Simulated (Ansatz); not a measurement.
4 guesses for Si2NF2 and where they end

The calculation used DFT PBE, scalar-relativistic, plane waves, PAW in Ansatz. Settings: cutoff 420 eV, Γ-centred meshes spaced at most about 0.3 Å⁻¹, and about 0.25 Å⁻¹ or finer for metals (2π included), Gaussian smearing. Collinear spin in cells that started with moments and kept them past the coarse steps, no spin elsewhere.

Each guess was relaxed in cell and atoms at zero pressure, within the symmetry of its start. All energies are static (0 K, no zero-point motion). Coordination counts F atoms around N and Si (those within 1.25 times the shortest such distance or 1.15 times the sum of covalent radii, 1.27 where that leaves under three; the shortest distance is added where it exceeds 1.18 times the sum of covalent radii).

```
guess      made from  start group  V start (Å³/atom)  end group  V end (Å³/atom)          coordination at the end  gap on mesh (eV)  largest moment (μB)  E over the lowest end (meV/atom)
    1  SmSi2Ir2 type       I4/mmm               12.4     I4/mmm             11.1  Si 4 from 2.2 Å, N 8 from 3.1 Å                 0                    -                               503
    2   La2GeI2 type        P-3m1               13.8      P-3m1             14.0  Si 3 from 2.1 Å, N 6 from 2.9 Å                 0                    -                                 0
    3    random cell       P6/mmm               12.4          ?                ?                                ?                 ?                    ?                                 ?
    4  TmCo2Si2 type       I4/mmm               11.9     I4/mmm             12.6  Si 4 from 2.2 Å, N 2 from 2.5 Å                 0                  0.2                               912
```

Guess 3 as it starts:

```cif
data_structure
_symmetry_space_group_name_H-M 'P6/mmm'
_symmetry_Int_Tables_number 191
_cell_length_a 3.4747
_cell_length_b 3.4747
_cell_length_c 5.9508
_cell_angle_alpha 90.000
_cell_angle_beta 90.000
_cell_angle_gamma 120.000
_cell_volume 62.22
loop_
_atom_site_label
_atom_site_type_symbol
_atom_site_symmetry_multiplicity
_atom_site_Wyckoff_symbol
_atom_site_fract_x
_atom_site_fract_y
_atom_site_fract_z
_atom_site_occupancy
Si1 Si 2 c 0.33333 0.66667 0.00000 1
N1 N 1 b 0.00000 0.00000 0.50000 1
F1 F 2 e 0.00000 0.00000 0.13261 1
```

Question: Fill in the missing row: what does this guess relax into, and where does it rank?

Answer: It ends in space group P6/mmm (No. 191), with a = 3.968 Å, c = 7.097 Å, 19.4 Å³/atom and no gap, with moments up to 1.3 μB. It lies 1.14 eV/atom over the lowest end, above guess 4 and so the highest of the set. The shortest distance is 1.77 Å (N–F) in this end and 2.15 Å (Si–F) in the lowest (guess 2). This end holds Si–Si nets (shortest 2.29 Å); in the lowest (guess 2) the shortest Si–Si distance is 3.04 Å.

```yaml
crystal:
  lattice:
    - [3.96759, 0.00000, 0.00000]
    - [-1.98379, 3.43603, 0.00000]
    - [0.00000, 0.00000, 7.09735]
  atoms:
    - { symbol: Si, position: [0.33333, 0.66667, 0.00000] }
    - { symbol: Si, position: [0.66667, 0.33333, 0.00000] }
    - { symbol: N, position: [0.00000, 0.00000, 0.50000] }
    - { symbol: F, position: [0.00000, 0.00000, 0.25093] }
    - { symbol: F, position: [0.00000, 0.00000, 0.74907] }
```

The zero of energy is the elements' standard structures at the same level (F₂, N₂ as molecules); no fitted shifts are applied.

Question: Is the lowest end bound against the elements?

Answer: Yes: its formation energy is −0.58 eV/atom. A negative formation energy is needed for stability but isn't enough: competing phases decide.

Weakly bound directions are ill-defined at this level, which has no dispersion term (P-3m1, P6/mmm), and this can change margins and order among such cells. In P-3m1, I4/mmm at 11.1 Å³/atom an odd number of electrons in the primitive cell allows no gap without spin; a larger cell or a magnetic state could open one. A magnetic state wasn't ruled out in cells without spin, among them I4/mmm at 11.1 Å³/atom. Another magnetic order may lie lower. Cells relaxed within their symmetry can be saddle points. A lower structure may well exist outside this small set. Some candidate types were left out of the draw beforehand, so a known form may be missing.
